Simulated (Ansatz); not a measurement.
SiBCN in space group P3m1 (No. 156; B on 1b, Si on 1c, C on 1b, N on 1c), plane-wave PAW PBEsol (Ansatz code). The conduction-band minimum lies at K, with 2 equivalent valleys. Second derivatives d²E/dk² of the lowest band at one valley (eV·Å²), along Cartesian directions:

```tsv
direction	d²E/dk²
[100]	14.63
[010]	14.63
[001]	27.08
[110]	14.63
[101]	20.85
[011]	20.85
```

**Question.** Find the principal effective masses, the density-of-states mass and the conductivity mass.

**Answer.** Off-diagonal terms follow from H_xy = H[110] − (H_xx + H_yy)/2, and m*/mₑ = 7.620 eV·Å² over each eigenvalue: 0.28, 0.52, 0.52. One valley's DOS mass (m₁m₂m₃)^(1/3) = 0.42, conductivity mass 3/(Σ 1/mᵢ) = 0.41 mₑ.

**Question.** What effective density of states Nc follows at 300 K for parabolic valleys?

**Answer.** Nc = 2.509e19 × 2 × (0.42)^(3/2) ≈ 1.4e19 cm⁻³.

**Question.** With the computed static dielectric constant 10.7 (mean of the diagonal), estimate a hydrogenic donor's binding energy and radius.

**Answer.** E = 13.606 eV × 0.41/10.7² ≈ 49 meV; a = 0.529 Å × ε/m* ≈ 14 Å. Semilocal masses tend to be too small when the gap is underestimated.

The start of the workflow was typed in or built on a structure type; neither database checked (COD, Materials Project) lists it. Whether it is the stable phase at ambient conditions was not checked. The cell was relaxed with PBEsol under the symmetry of its start; whether a distortion lowers the energy is not shown. The volume moved by -19 % from the start of the relaxation.

Potentials: the earlier of the program's two PAW sets. The files were generated under PBE; for other functionals the program regenerates the frozen cores, and for LDA and PBEsol the local potential too.
